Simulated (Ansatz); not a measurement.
Calculated with Ansatz: BaCdRe, single run

input.yaml:

```yaml
crystal:
  lattice:
    - [4.631487, 0.0, 0.0]
    - [0.0, 4.631487, 0.0]
    - [0.0, 0.0, 8.151417]
  atoms:
    - { symbol: Cd, position: [0.0, 0.0, 0.0] }
    - { symbol: Cd, position: [0.5, 0.5, 0.0] }
    - { symbol: Ba, position: [0.5, 0.0, 0.668] }
    - { symbol: Ba, position: [0.0, 0.5, 0.332] }
    - { symbol: Re, position: [0.5, 0.0, 0.1905] }
    - { symbol: Re, position: [0.0, 0.5, 0.8095] }
  symmetry: { detect: false }
kpoints:
  mp_grid: { grid: [4, 4, 3], shift: [0, 0, 0] }
magnetization:
  spin_polarized: false
scf:
  occupations: { method: fermi_dirac }
hamiltonian:
  pseudopotentials: { kind: paw }
  xc: r2scan
basis:
  ecutwfc: 500
output:
  forces: true
  stress: true
  eigenvalues: true
```

Launch command:

```bash
ansatz run input.yaml --threads 1 --pin off --max-ram 2560MiB --backend cpu --events-out ev --progress --plain --runs-dir out
```

Origin of the cell: a known structure type with other elements, at an estimated volume, so it need not be a known compound.

The smearing width isn't typed, so it takes its default of 0.1 eV.

Output (shortened):

```
Pseudopotentials: kind: paw
Pseudopotential: Cd, paw, valence charge 20, recommended cutoff 500 eV (meta_gga), Cd.paw.azcp
Pseudopotential: Ba, paw, valence charge 10, recommended cutoff 500 eV (meta_gga), Ba.paw.azcp
Pseudopotential: Re, paw, valence charge 15, recommended cutoff 500 eV (meta_gga), Re.paw.azcp
Functional definition: r2SCAN
  exchange = r2scan_x(k0 = k0, k1 = k1, a1 = a1)
  correlation = r2scan_c
Crystal: 6 atoms, lattice volume = 174.853 Å³
Basis set: ecut = 500 eV, 4425 PW (Γ), exchange–correlation on 144×144×240 points (64 copies of the dense FFT grid, shifted against one another)
Bands: 54, of which v1, the nominal top of the filled ones, is band 45 counted from 1 (44 counted from 0)
Symmetry: 1 space group operations
[… 10 lines left out …]
Initial density: superposition of atomic densities (neutral atoms: chi_scale 0, normalization atom), corrected by the library's trained network
Functional: x = r2scan, c = r2scan; τ floored in thin density (d = 2e-4 eV/Å³)
SCF iter   1: F=—  HF=-50219.807608 eV  Δρ=8.89e-3  dr2=3.90e-1  dr2_τ=7.55e-2
SCF iter   2: F=—  HF=-50219.935262 eV  Δρ=3.76e-3  dr2=4.10e-2  dr2_τ=1.51e-2
SCF iter   3: F=—  HF=-50219.937940 eV  Δρ=2.45e-3  dr2=2.49e-2  dr2_τ=1.04e-3
SCF iter   4: F=—  HF=-50219.936391 eV  Δρ=9.95e-4  dr2=2.69e-3  dr2_τ=2.10e-4
SCF iter   5: F=—  HF=-50219.936571 eV  Δρ=7.42e-4  dr2=4.11e-3  dr2_τ=1.98e-4
SCF iter   6: F=—  HF=-50219.936594 eV  Δρ=7.19e-4  dr2=4.03e-3  dr2_τ=2.13e-4
SCF iter   7: F=—  HF=-50219.936554 eV  Δρ=3.12e-4  dr2=6.85e-4  dr2_τ=2.04e-6
SCF iter   8: F=—  HF=-50219.936557 eV  Δρ=7.15e-5  dr2=3.22e-5  dr2_τ=2.93e-7
SCF iter   9: F=—  HF=-50219.936590 eV  Δρ=3.06e-5  dr2=7.42e-6  dr2_τ=1.34e-7
SCF iter  10: F=—  HF=-50219.936590 eV  Δρ=1.69e-5  dr2=2.45e-6  dr2_τ=9.09e-8
SCF iter  11: F=-50219.936590 eV  HF=-50219.936590 eV  Δρ=1.67e-6  dr2=1.09e-8  dr2_τ=1.92e-10
SCF 1 converged in 11 iterations: F = -50219.936590 eV  dr2 = 1.09e-8
SCF converged after 11 iterations
Free energy (F): -50219.936590 eV
Harris-Foulkes:  -50219.936590 eV  (|F-HF|=4.61e-9)
Internal energy: -50219.512206 eV  (E = F + TS)
E sigma→0 (E₀):  -50219.724398 eV
Entropy (-TS):   -0.424384 eV (-70.731 meV/atom)
Fermi energy:    11.184042 eV
--- Per-component energies (eV) ---
  E_band       = -1501.055461
  E_kinetic    = 2421.898962
  E_local      = -14550.637739  (includes V_loc(G=0)·N_el)
  E_nonlocal   = 289.429375
  E_hartree    = 6591.181170
  E_xc         = -1415.966770
  E_vxc        = -1458.531944  (∫ρ·V_xc dr)
  E_paw        = -36091.677742  (= ΣΔE_a)
  E_vpaw       = -1471.279568  (= ΣTr[D̂ρ^β])
  E_aug_tail   = -0.000064  (compensation charges beyond the density's cutoff)
  E_vtau       = 85.703559  (kinetic-family band-sum trace: ∫τ·v_τ [+ j·A + Jᵃ·Aᵃ] dr)
  E_ewald      = -7461.808948
  E_core_change = -1.930451  (= ΣΔE_core)
  E_smearing   = -0.424384  (= −TS)
  Σ components = -50219.936590   (vs F -50219.936590, Δ=0.00e0)
--- Forces (eV/Å), atoms counted from 1 ---
  atom   1  Cd    -0.000000    -0.000000    -0.000003
  atom   2  Cd     0.000000    -0.000000    -0.000003
  atom   3  Ba    -0.000000     0.000000    -0.014345
  atom   4  Ba    -0.000000    -0.000000     0.014421
  atom   5  Re    -0.000000     0.000000     0.416589
  atom   6  Re    -0.000000    -0.000000    -0.416609
  max |Σ_I F_I| component: 4.99e-5 eV/Å
--- Stress (GPa, compression-positive) ---
       -1.375431       0.000000      -0.000000
        0.000000      -1.375427       0.000000
       -0.000000       0.000000      -0.147784
  P = ⅓ Tr σ = -0.9662 GPa (-9.662 kbar)
```

Caveats: no moments, though an odd count or open d shells may carry them; no spin-orbit coupling, though heavy elements are present; the k mesh is coarse if the cell is a metal.

Time: 50 s of wall time on 1 CPU thread(s) of a shared host, from the program's own first density.
